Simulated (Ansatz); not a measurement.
Given:

InP:
```
InP
1.0
    7.20287     0.00000     0.00000
    0.00000     7.20287     0.00000
    0.00000     0.00000     4.18710
In P
4 4
Direct
  0.32234   0.67766   0.00000
  0.67766   0.32234   0.00000
  0.82234   0.82234   0.50000
  0.17766   0.17766   0.50000
  0.31834   0.31834   0.00000
  0.68166   0.68166   0.00000
  0.18166   0.81834   0.50000
  0.81834   0.18166   0.50000
```

This is the r²SCAN-relaxed structure. x, y and z are the axes in which the lattice vectors are written.

Task: All from r²SCAN (plane waves, PAW; program Ansatz), unless another level is named. Predict the Young's modulus.

Result: 63.5 GPa.

Task: And the elastic constants (relaxed ions, GPa)?

Result: C11 = 80.6, C12 = 54.3, C13 = 44.1, C33 = 124, C44 = 25.8, C66 = 26.6.

Space group P4_2/mnm. The start of the workflow was typed in or built on a structure type; neither database checked (COD, Materials Project) lists it. It is not the phase usual at ambient conditions (space group No. 216). Symmetry was held in the r²SCAN relaxation; whether a distortion lowers the energy is not shown. The volume moved by 22 % from the start of the relaxation.

Potentials: the earlier of the program's two PAW sets.
